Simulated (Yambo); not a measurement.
Yambo input for ScF3 (space group R32, No. 155) under isotropic strain of -1.5 % on all lattice vectors (a = b = c = 3.957 Å, α = β = γ = 90.02°), on PBEsol (Quantum ESPRESSO, PseudoDojo norm-conserving, 84 Ry, scalar-relativistic) wavefunctions on a 8×8×8 mesh:

```
optics
chi
dipoles
kernel
FFTGvecs= 40 Ry
Chimod= "HARTREE"
NGsBlkXd= 4 Ry
% QpntsRXd
 1 | 1 |
%
% BndsRnXd
 2 | 54 |
%
GrFnTpXd= "R"
% EnRngeXd
 0.0 | 20.0 | eV
%
% DmRngeXd
 0.2 | 0.2 | eV
%
CGrdSpXd= 50
ETStpsXd= 161
% LongDrXd
 1.0 | 0.0 | 0.0 |
%
% XfnQP_E
 5.109 | 1.0 | 1.0 |
%
```

First lines of the file o-*.eps_q1_inv_rpa_dyson:

```
Absorption @ Q(1):   1.00000000     0.00000000     0.00000000    [q->0 direction]
#
# [ X ] Hartree size     :   63
# [GEN] GF Energies     : Perdew, Burke & Ernzerhof SOL(X)+Perdew, Burke & Ernzerhof SOL(C)+ user defined corrections @E
# [GEN] Green`s Function     : Retarded
#
# [GEN] Gauge     : Length
# [GEN] [r,Vnl] included     : yes
#
#    E[1] [eV]     Im(eps)     Re(eps)     Im(eps_o)     Re(eps_o)
#
     0.000000     -0.66686E-17     1.858092     -0.12812E-18     1.920636
     0.125000     0.145375E-3     1.858138     0.152469E-3     1.920684
     0.250000     0.290874E-3     1.858274     0.305066E-3     1.920827
     0.375000     0.436619E-3     1.858501     0.457918E-3     1.921065
     0.500000     0.582733E-3     1.858820     0.611153E-3     1.921399
     0.625000     0.729342E-3     1.859229     0.764901E-3     1.921828
     0.750000     0.876572E-3     1.859731     0.919293E-3     1.922354
     0.875000     0.001025     1.860324     0.001074     1.922977
     1.000000     0.001173     1.861011     0.001231     1.923697
     1.125000     0.001323     1.861790     0.001388     1.924514
     1.250000     0.001474     1.862664     0.001546     1.925430
     1.375000     0.001627     1.863632     0.001706     1.926445
     1.500000     0.001780     1.864696     0.001867     1.927561
     1.625000     0.001936     1.865856     0.002029     1.928777
     1.750000     0.002092     1.867114     0.002194     1.930096
     1.875000     0.002251     1.868470     0.002360     1.931518
     2.000000     0.002412     1.869926     0.002529     1.933045
     2.125000     0.002575     1.871483     0.002700     1.934677
     2.250000     0.002741     1.873143     0.002873     1.936417
     2.375000     0.002908     1.874907     0.003049     1.938266
     2.500000     0.003079     1.876776     0.003227     1.940225
     2.625000     0.003252     1.878753     0.003409     1.942297
     2.750000     0.003429     1.880839     0.003594     1.944484
     2.875000     0.003609     1.883036     0.003782     1.946786
     3.000000     0.003792     1.885347     0.003974     1.949208
     3.125000     0.003979     1.887773     0.004169     1.951750
     3.250000     0.004170     1.890318     0.004369     1.954416
     3.375000     0.004365     1.892982     0.004573     1.957207
     3.500000     0.004565     1.895770     0.004782     1.960128
     3.625000     0.004769     1.898684     0.004995     1.963180
     3.750000     0.004979     1.901728     0.005214     1.966368
     3.875000     0.005193     1.904903     0.005439     1.969694
     4.000000     0.005414     1.908214     0.005669     1.973161
```
(The file goes on to the top of the energy range.) Convergence of the RPA response with its 8×8×8 mesh was not tested. The scissor comes from a G0W0 run whose convergence isn't established.

Geometry strained from the cell relaxed with PBEsol, atoms relaxed again.
